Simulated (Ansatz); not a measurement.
**Relaxing a structure of ZnInGaO$_{4}$**

The start is a randomly generated symmetric cell of ZnInGaO4 (space group No. 81). The structure is fully relaxed (lattice and positions, P = 0) with PBEsol (plane waves to 420 eV, PAW, scalar-relativistic; Ansatz, a program for electronic structure). First-step values are on the input's coarse k-mesh.

Ansatz input (later rounds restart from its end on a renewed k-mesh):
Ansatz 0.2 input:
```yaml
crystal:
  lattice:
    - [4.9299595, 0, 0]
    - [0, 4.9299595, 0]
    - [0, 0, 3.6547521]
  atoms:
    - { symbol: Ga, position: [0.5, 0.5, 0] }
    - { symbol: In, position: [0, 0, 0] }
    - { symbol: O, position: [0.89685211, 0.66758769, 0.74426713] }
    - { symbol: O, position: [0.10314789, 0.33241231, 0.74426713] }
    - { symbol: O, position: [0.66758769, 0.10314789, 0.25573287] }
    - { symbol: O, position: [0.33241231, 0.89685211, 0.25573287] }
    - { symbol: Zn, position: [0, 0, 0.5] }
basis: { ecutwfc: 420, ecutrho_ratio: 4, xc_grid: 2, fft_grid_basis: typed }
kpoints: { mp_grid: { grid: [5, 5, 6] } }
hamiltonian:
  xc: pbesol
  dispersion: none
  pseudopotentials: { azcp: { folder: ./paw }, kind: paw }
scf: { occupations: { method: fermi_dirac, width: 0.05 } }
relax: { f_tol: 0.01, max_steps: 100, cell: { stress_tol: 0.02 } }
output: { forces: true, stress: true }
```

Task: Does the structure survive the relaxation? Give the final space group.

Result: The space group goes from P-4 (No. 81) to P-42m (No. 111), with 7 atoms in the primitive cell.

Task: How much energy is released per atom?

Result: About 2.3 eV/atom.

Task: What band gap does the relaxed structure have at this level?

Result: 0.24 eV, indirect (valence top at M, conduction bottom at Γ) (no spin-orbit coupling).

Task: What does it relax into? Give the structure.

Result: 
Space group P-42m (No. 111); a = b = 4.257 Å, c = 5.273 Å, α = β = γ = 90.00°

```csv
atom,site,symmetry,x,y,z
Ga,1d,-42m,0.5000,0.5000,0.0000
In,1a,-42m,0.0000,0.0000,0.0000
O,4n,..m,0.2641,0.2641,0.7602
Zn,1c,-42m,0.0000,0.0000,0.5000
```

Final values are on a 8×8×6 k-mesh of the relaxed cell. The start holds a very short contact (In–Zn 1.83 Å). No spin polarisation in the result.

The run could not lose the symmetry of its start, so the end can be a saddle point.

The relaxed structure here is a generated cell of ZnInGaO4: the first start was made by a random draw of sites in a space group, and the end was not matched to a known phase here, so it may be hypothetical. Known forms of ZnInGaO4 include space group No. 160.
